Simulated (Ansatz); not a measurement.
## Convergence of CsRb₃ with the plane-wave cutoff

All numbers below come from DFT PBEsol, scalar-relativistic, plane waves, PAW in Ansatz.

```xyz
4
Lattice="-3.6995 3.7092 7.3897 3.7500 -3.7528 7.4367 3.6755 3.7289 -7.4115" Properties=species:S:1:pos:R:3 pbc="T T T"
Cs   -0.0136    0.0211   -0.0188
Rb    0.0640    3.5517    3.6810
Rb    3.8095   -0.1041    3.7384
Rb    0.0180   -0.0176    7.4341
```

- Γ-centred k-mesh: 4×4×6
- occupation rule: Gaussian smearing, 0.1 eV
- spin treatment: unpolarised
- valence charge of the PAW sets: Cs 9, Rb 9

The atoms are held and the plane-wave cutoff is swept. Energies are extrapolated to zero smearing and count from the reference run, 420 eV. The cell was strained and its atoms displaced at random, so that forces don't vanish. Spin–orbit coupling is left out. Pressure is positive in compression and holds a correction for the finite cutoff (Pulay stress).

One run gave ΔE = 139 meV/atom and P = -0.23 GPa. Which plane-wave cutoff did it use, of 200, 250, 300, 350?

200 eV. All runs:

| cutoff (eV) | ΔE (meV/atom) | P (GPa) | largest change of a force component (eV/Å) | plane waves at Γ |
| --- | --- | --- | --- | --- |
| 200 | 139 | -0.23 | 0.000 | 2623 |
| 250 | 17.7 | -0.24 | 0.000 | 3715 |
| 300 | 2.34 | -0.24 | 0.000 | 4865 |
| 350 | 0.30 | -0.24 | 0.000 | 6091 |
| 420 | 0.00 | -0.24 | 0.000 | 8001 |